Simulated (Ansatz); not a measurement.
**SnPt$_{3}$: stiffness from a series of strains**

```yaml
crystal:
  lattice:
    - [4.00000, 0.00000, 0.00000]
    - [0.00000, 4.00000, 0.00000]
    - [0.00000, 0.00000, 4.00000]
  atoms:
    - { symbol: Sn, position: [0.00000, 0.00000, 0.00000] }
    - { symbol: Pt, position: [0.00000, 0.50000, 0.50000] }
    - { symbol: Pt, position: [0.50000, 0.00000, 0.50000] }
    - { symbol: Pt, position: [0.50000, 0.50000, 0.00000] }
```

Atoms are numbered in the order listed.

The cell comes from COD entry 1523555, which wasn't checked; take it as a given geometry.

No spin–orbit coupling, which matters for the heavy atoms here.

Level of theory: DFT, LDA, all-electron LAPW, scalar-relativistic in Ansatz 0.2.0.

Settings: a Γ-centred 8×8×8 k mesh, Fermi–Dirac smearing of 0.05 eV, basis error target 0.5 meV/atom, no spin polarisation.

The strain is applied along the Cartesian axes of the cell as listed (the other components stay zero). Fractional coordinates are held (clamped ions).

σ is the change of stress from the unstrained cell, which is at -3.59 GPa; tension is positive, so slopes are stress–strain coefficients at that pressure. In a metal the k mesh adds noise.

Only quantities that a quadratic follows smoothly over the whole series are listed; rougher ones are left out.

| εzz | σzz (GPa) | σxx (GPa) |
| --- | --- | --- |
| -0.0200 | -6.43 | -4.08 |
| -0.0100 | -3.13 | -1.95 |
| 0.0000 | 0.00 | 0.00 |
| 0.0200 | 5.69 | 3.43 |

(1) Fit the series and read off the stiffness at zero strain.

(2) One run, at εzz = 0.0100, is withheld. Predict its row.

Answers

(1) Least-squares fits y = p0 + p1 x + p2 x² to the rows give σzz (GPa): p1 = 303, p2 = -920; σxx (GPa): p1 = 188, p2 = -820. So C11 = 303 GPa and C12 = 188 GPa, which gives B = (C11 + 2 C12)/3 = 226 GPa.

(2) The fits give 2.94, 1.80; the run gave 2.95, 1.78.
